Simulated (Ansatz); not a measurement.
## Lattice vibrations of ZnS at Γ at 9 GPa

These are results of DFT LDA, scalar-relativistic, plane waves, PAW in Ansatz, not measurements. Settings: 420 eV plane-wave cutoff, Γ-centred 10×10×10 mesh, fixed occupations. No spin polarisation. Phonons by linear response, acoustic sum rule imposed.

The cell, relaxed at 9 GPa:
```
CELL_PARAMETERS angstrom
0.00000 2.57355 2.57355
2.57355 0.00000 2.57355
2.57355 2.57355 0.00000
ATOMIC_POSITIONS crystal
Zn 0.00000 0.00000 0.00000
S 0.75000 0.75000 0.75000
```

**Question.** Give the high-frequency dielectric tensor ε∞.

**Answer.**
```
6.20 0.00 0.00
0.00 6.20 0.00
0.00 0.00 6.20
```

**Question.** Give the Born effective charges.

**Answer.**
| atom | Z*xx | Z*yy | Z*zz | mean |
| --- | --- | --- | --- | --- |
| Zn (atom 1) | 1.78 | 1.78 | 1.78 | 1.78 |
| S (atom 2) | -1.78 | -1.78 | -1.78 | -1.78 |

**Question.** How large is the static dielectric tensor with the ions free to move, and what share of it is ionic?

**Answer.**
```
8.1 0.0 0.0
0.0 8.1 0.0
0.0 0.0 8.1
```
The ions give 23 % of its trace.

Cost: 1 run of about 1.1 core-minutes, on Intel Xeon Platinum 8175M (Skylake/Cascade Lake) (shared hosts).